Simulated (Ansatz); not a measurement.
MgO:
```cif
data_Mg2O2
_chemical_formula_sum 'Mg2 O2'
_space_group_name_H-M_alt 'P 1'
_space_group_IT_number 1
_cell_length_a 3.30273
_cell_length_b 3.30273
_cell_length_c 5.02073
_cell_angle_alpha 90.000
_cell_angle_beta 90.000
_cell_angle_gamma 120.000
loop_
_space_group_symop_operation_xyz
  'x, y, z'
loop_
_atom_site_label
_atom_site_type_symbol
_atom_site_fract_x
_atom_site_fract_y
_atom_site_fract_z
_atom_site_occupancy
Mg1 Mg 0.33333 0.66667 0.00374 1
Mg2 Mg 0.66667 0.33333 0.50374 1
O1 O 0.33333 0.66667 0.40086 1
O2 O 0.66667 0.33333 0.90086 1
```

Relaxed with PBEsol.

Task: Give the optical modes at the zone centre with their infrared activity from DFPT, PBEsol in the plane-wave PAW code Ansatz.

Result: Transverse frequencies, without the LO–TO term; a row sums one degenerate level.

| ω (cm⁻¹) | degeneracy | IR ((D/Å)²/amu) | activity | symmetry |
|---|---|---|---|---|
| 191 | 2 | 0.00 | IR-inactive | E2 |
| 430 | 1 | 0.00 | IR-inactive | B1 |
| 432 | 1 | 17.34 | IR | A1 |
| 517 | 1 | 0.00 | IR-inactive | B1 |
| 518 | 2 | 0.00 | IR-inactive | E2 |
| 521 | 2 | 30.90 | IR | E1 |

Task: How high does the top mode go among those that the LO–TO term moves?

Result: 707 cm⁻¹ for q along x, 707 cm⁻¹ for q along y, 660 cm⁻¹ for q along z.

Space group P6_3mc (wurtzite). The first step of the workflow began from a Materials Project structure, measured or hypothetical; the Crystallography Open Database copy checked does not list it. It is not the phase usual at ambient conditions (space group No. 225). Symmetry was held in the PBEsol relaxation; phonons on a q-mesh show no instability.

Potentials: the later of the program's two PAW sets.
